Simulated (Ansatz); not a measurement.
Single point in Ansatz 0.2.0 with r2SCAN, no spin polarisation. Cutoff 500 eV, PAW datasets, 4×4×6 Γ-centred k mesh, methfessel-paxton filling (width 0.2117 eV).

Computed maps in the lattice plane spanned by a (left to right, 6.46 Å, 20 points from zero) and b (bottom to top, 6.46 Å, 20 points from zero), 104° apart, at height 0.750 along c. The fields are smooth PAW ones with compensation charges, not the true ones near nuclei.

Valence density. Digits on a logarithmic scale: 0 up to 0.03 e/Å³, each further digit a factor of 1.6, 9 from 1.3 e/Å³ up:
```
78888753346788765556
88468753468888876667
88688753578748876667
88887643578768876667
77776433578888765556
55554323467776544444
33333333345554433322
23455543333332222111
34677764321112222111
46888875311123333222
57877875311235555333
68846875312356666434
68888864223566676534
57888754223566666434
56777643223567665323
45666543223566653223
45666543112345432123
45666542112333322223
56777642112344433334
67888753234566554445
```

Question: The cell is Fe₂BS₃. Which atoms lie within 0.2 Å of this plane, and where (fractions of a and b)?

Answer: B at (0.69, 0.31), S at (0.58, 0.83), S at (0.17, 0.42), S at (0.11, 0.89). The whole cell:
```yaml
crystal:
  lattice:
    - [3.98014, 5.08375, 0.00000]
    - [3.98014, -5.08375, 0.00000]
    - [0.00000, 0.00000, -4.79057]
  atoms:
    - { symbol: B, position: [0.68590, 0.31410, 0.75000] }
    - { symbol: B, position: [0.31410, 0.68590, 0.25000] }
    - { symbol: Fe, position: [0.84640, 0.84640, 0.00000] }
    - { symbol: Fe, position: [0.15360, 0.15360, 0.50000] }
    - { symbol: Fe, position: [0.15360, 0.15360, 0.00000] }
    - { symbol: Fe, position: [0.84640, 0.84640, 0.50000] }
    - { symbol: S, position: [0.58420, 0.83060, 0.75000] }
    - { symbol: S, position: [0.41580, 0.16940, 0.25000] }
    - { symbol: S, position: [0.83060, 0.58420, 0.25000] }
    - { symbol: S, position: [0.16940, 0.41580, 0.75000] }
    - { symbol: S, position: [0.11470, 0.88530, 0.75000] }
    - { symbol: S, position: [0.88530, 0.11470, 0.25000] }
```

Origin: a known structure type with other elements, at an estimated volume, so it need not be a known compound. Caveats: no spin polarisation, so a magnetic state may lie lower; atoms or cell far from equilibrium; wide smearing.
